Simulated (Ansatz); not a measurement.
**Question.** Each is relaxed and computed with r²SCAN in the plane-wave PAW code Ansatz. Which is the only metal?
A) B4C, Cm (Pearson symbol mS30)
B) AlMo2C, P6_3/mmc (Al on 2d, Mo on 4f, C on 2a)
C) Al2O3, R-3 (Al on 3a, Al on 3b, Al on 6c, O on 18f)
D) SiB12C2, R-3m (B on 18h, B on 18h, C on 6c, Si on 3b)

**Answer.** B, AlMo2C, P6_3/mmc (Al on 2d, Mo on 4f, C on 2a). AlMo2C: metal; SiB12C2: gap 1.87 eV (indirect); B4C: gap 3.22 eV (indirect); Al2O3: gap 6.89 eV (indirect). Typed or built starts, not in the databases checked: AlMo2C, P6_3/mmc (Al on 2d, Mo on 4f, C on 2a); SiB12C2, R-3m (B on 18h, B on 18h, C on 6c, Si on 3b). Not the usual ambient phase: Al2O3, R-3 (Al on 3a, Al on 3b, Al on 6c, O on 18f). Standing as an ambient phase not checked: B4C, Cm (Pearson symbol mS30). All cells were relaxed under the symmetry of their starts (and spin orders); stability against distortions was not tested throughout. Rows with no word on spin ran without spin polarisation. Spin–orbit coupling is left out wherever it is not named.

Potentials: the earlier of the program's two PAW sets.
